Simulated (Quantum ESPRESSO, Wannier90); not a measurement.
## ZnSnO₃ (R3c), plane waves to Wannier functions

```xyz
10
Lattice="-2.6754 4.6340 0.0000 -5.3509 0.0000 0.0000 -2.6754 1.5447 4.7415" Properties=species:S:1:pos:R:3 pbc="T T T"
Zn    -2.6754     1.5447     0.7007
Zn     2.6754    -1.5447    -1.6700
Sn     0.0000     0.0000    -0.0262
Sn     2.6754    -1.5447     2.3446
O      1.6205    -0.0531     1.3623
O     -0.8562    -1.3769     1.3623
O     -0.7643     1.4300     1.3623
O     -1.8192     0.1678    -1.0084
O      0.7643    -1.6594    -1.0084
O      1.0549     1.4916    -1.0084
```

Materials Project entry mp-13334; symmetrised, unrelaxed at this level. Not found in the COD (Crystallography Open Database) copy used; not checked further. Method: PBEsol plane waves in Quantum ESPRESSO 7.5 (PseudoDojo norm-conserving files, 68 Ry, no spin polarisation, no spin-orbit coupling), Bloch states on a 4×4×4 mesh through Γ, Wannier90 4.0.1. Density: 8×8×8 mesh, Gaussian smearing 0.01 Ry. Spin-orbit coupling is left out although heavy elements are present.

Bands 19-52 form an isolated set from -18.20 to 0.00 eV relative to the valence-band maximum (on the path) and are turned into 34 Wannier functions by minimising the spread from the start: atomic waves O 2p, O 2s, Zn 3d.

Q: Where do the functions sit, how wide are they and what are they made of?

A: 
| functions | spread (Å²) | nearest atom, distance (Å) | second atom, distance (Å) | weight on atomic waves |
|---|---|---|---|---|
| 2 | 0.38 | Zn 0.01 | O 2.02 | Zn 3d 100 % |
| 4 | 0.37 | Zn 0.01 | O 2.03 | Zn 3d 100 % |
| 4 | 0.39 | Zn 0.01 | O 2.01 | Zn 3d 100 % |
| 12 | 0.94 | O 0.50 | Sn 1.62 | O 2p 55 %, O 2s 22 %, Sn 5p 10 % |
| 6 | 0.87 | O 0.31 | Zn 2.05 | O 2p 74 %, O 2s 17 % |
| 6 | 0.85 | O 0.36 | Zn 1.67 | O 2p 67 %, O 2s 21 %, Zn 4s 6 % |

Ω_I = 22.56 Å², Ω_total = 25.40 Å²; the interpolated bands follow pw.x to 3.8 meV rms on the path. It is the lowest total spread that any start reached here.
